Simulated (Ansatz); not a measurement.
**CsVTeO₆ — ¹⁷O NMR of the central transition**

Cell: a Materials Project structure (computed, not necessarily an observed phase), atoms as given.

Space group Imma (No. 74); a = 7.1184, b = 7.2738, c = 10.1827 Å.

| site | Wyckoff | site symmetry | x | y | z |
| --- | --- | --- | --- | --- | --- |
| Cs | 4e | mm2 | 0.0000 | 0.7500 | 0.6204 |
| V | 4d | .2/m. | 0.7500 | 0.7500 | 0.2500 |
| Te | 4a | 2/m.. | 0.0000 | 0.0000 | 0.0000 |
| O7 | 4e | mm2 | 0.0000 | 0.2500 | 0.0778 |
| O8 | 4e | mm2 | 0.5000 | 0.7500 | 0.1994 |
| O9 | 16j | 1 | 0.3034 | 0.9385 | 0.3765 |

One atom of each set is listed; the run and its k-mesh use a cell of 18 atoms with edges of 7.20, 7.20, 7.20 Å.

Computed with Ansatz: DFT, r2SCAN, plane waves and PAW, scalar-relativistic, 500 eV cutoff, Γ-centred 5×5×5 k-points, Fermi–Dirac smearing 0.02 eV.

¹⁷O has I = 5/2 and Q = -25.58 mb (Pyykkö 2018); at 16.4 T its Larmor frequency is ν₀ = 94.7 MHz. Only the quadrupole interaction is simulated: positions count from each site's isotropic chemical shift, and shift anisotropy, dipolar and J coupling are left out, though they dominate static lines narrower than about 10 kHz.

**Question.** What does the ¹⁷O spectrum (static powder) show for each site?

**Answer.** 

```
site                                                     first shell  C_Q (MHz)     η  P_Q (MHz)  δ_QIS (ppm)  breadth (kHz)
  O7                 2 Te at 1.98 Å, angle 133°; also 1 Cs at 3.07 Å      -8.45  0.65       9.02        -54.4           37.3
  O8                  2 V at 1.85 Å, angle 148°; also 1 Cs at 3.26 Å      -1.12  0.23       1.13       -0.855          0.500
  O9  1 V at 1.92 Å, 1 Te at 1.93 Å, angle 138°; also 1 Cs at 3.13 Å      -7.57  0.18       7.61        -38.7           22.0
```

δ_QIS = −(ν_Q²/30ν₀²)[I(I+1) − 3/4](1 + η²/3) × 10⁶ ppm with ν_Q = 3|C_Q|/[2I(2I−1)]; it falls as 1/B₀² in ppm, and the breadth as 1/B₀ in kHz.

At O7 and O8 V_zz runs parallel to the line that joins its two neighbours (within 1°) in each case.

At this cell the r2SCAN pressure is -7 GPa, so with r2SCAN the cell would shrink if it were relaxed. The entry's cell may itself be off. The largest force is 0.5 eV/Å, so the atoms aren't at the calculated equilibrium and relaxing them would move these values. Without spin–orbit coupling the gradients at and beside Te can be off by some per cent, at some sites by more.
